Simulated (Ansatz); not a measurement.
Formation energy of GdP in the CsCl-type structure

Computed with Ansatz (plane waves, PAW, 420 eV cutoff): PBEsol, scalar-relativistic, collinear spin, 10×10×10 k-mesh, Gaussian smearing of 0.05 eV; PAW files: Ansatz's generated set soft_2.

This is a trial structure: such lanthanide and actinide compounds mostly take the rock-salt structure.

It takes space group Pm-3m (No. 221, cubic). Conventional cell: a = 3.448 Å, b = 3.448 Å, c = 3.448 Å, α = 90.00°, β = 90.00°, γ = 90.00°. Around Gd (site symmetry m-3m) lie 8 P at 2.99 Å. Around P (site symmetry m-3m) lie 8 Gd at 2.99 Å. (Shells end 15 % past the nearest neighbour.)

The elements were computed in their standard states with the same datasets, cutoff and functional. The compound's run is ferromagnetic, with site spin moments Gd 6.93; P -0.09 μB. Total energies depend on the potentials used, so only differences within one code and one set of settings carry meaning.

Energy of the relaxed cell (2 atoms, smearing extrapolated to zero): -9970.397 eV. Elements, in eV/atom: Gd -9227.984, P -740.037.

Task: What is the formation energy?

Result: [-9970.397 − (1 × -9227.984 + 1 × -740.037)] / 2 = -1.19 eV/atom, or -115 kJ per mole of atoms.

The value is for 0 K, without zero-point energy. A negative value shows stability against the elements alone, not against other compounds or structures.

Formal charges Gd³⁺, P³⁻ leave Gd³⁺ with an open 4f⁷ shell. The run still finds no gap: within 0.1 eV of the Fermi level the projected states are 55 % Gd 5d, 33 % P 3p.

Without a U the 4f levels of Gd lie too near the Fermi level, so their share of the states there, and what hangs on it, is overstated. These numbers lack spin–orbit coupling. Site moments are of spin, integrated over atomic spheres. A displaced or strained copy of the relaxed cell lay 1.6 meV/atom lower, so the structure isn't a true minimum at this level, unless the mesh, which matters in a metal, makes it so. No antiparallel order was tried.
